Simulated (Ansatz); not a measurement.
Relaxed-ion elastic tensor of Ti3Ag (Cu3Au type, Pm-3m) in GPa (Voigt order), LDA (plane waves, PAW; program Ansatz); density 6.58 g/cm³, 15.85 Å³ per atom.

```
     1    2    3     4     5     6
-  ---  ---  ---  ----  ----  ----
1  167  122  122   0.0   0.0   0.0
2  122  167  122   0.0   0.0   0.0
3  122  122  167   0.0   0.0   0.0
4  0.0  0.0  0.0  34.6   0.0   0.0
5  0.0  0.0  0.0   0.0  34.6   0.0
6  0.0  0.0  0.0   0.0   0.0  34.6
```

### Question
Is the crystal mechanically stable?

### Answer
Yes: the smallest eigenvalue of C is 34.6 GPa.

### Question
Work out the Voigt, Reuss and Hill averages.

### Answer
K_V = 137, K_R = 137, K_H = 137; G_V = 29.7, G_R = 28.4, G_H = 29.0 GPa.

### Question
Give Young's modulus, Poisson's ratio, Pugh's ratio and the universal anisotropy index.

### Answer
E = 9KG/(3K + G) = 81.4 GPa; ν = 0.40; K/G = 4.72 (ductile by the Pugh limit of 1.75); A_U = 5G_V/G_R + K_V/K_R − 6 = 0.23.

### Question
Estimate the sound speeds and the Debye temperature.

### Answer
v_l = √((K + 4G/3)/ρ) = 5170 m/s, v_t = √(G/ρ) = 2100 m/s, mean 2380 m/s; Θ = (h/k)(3n/4πV)^(1/3) v_m = 282 K.

The workflow started from an entry of the Crystallography Open Database (COD); the relaxed space group is not among those it files for this formula. COD files the formula under space group No. 123, so this cell is another polymorph or a model. Whether it is the stable phase at ambient conditions was not checked. Symmetry was held in the LDA relaxation; of distortions, only those at the zone centre were tested. The run is not spin-polarised. As this level gives no gap, shear constants depend on the k-mesh and smearing (Fermi–Dirac, 0.1 eV here).

Potentials: the later of the program's two PAW sets.
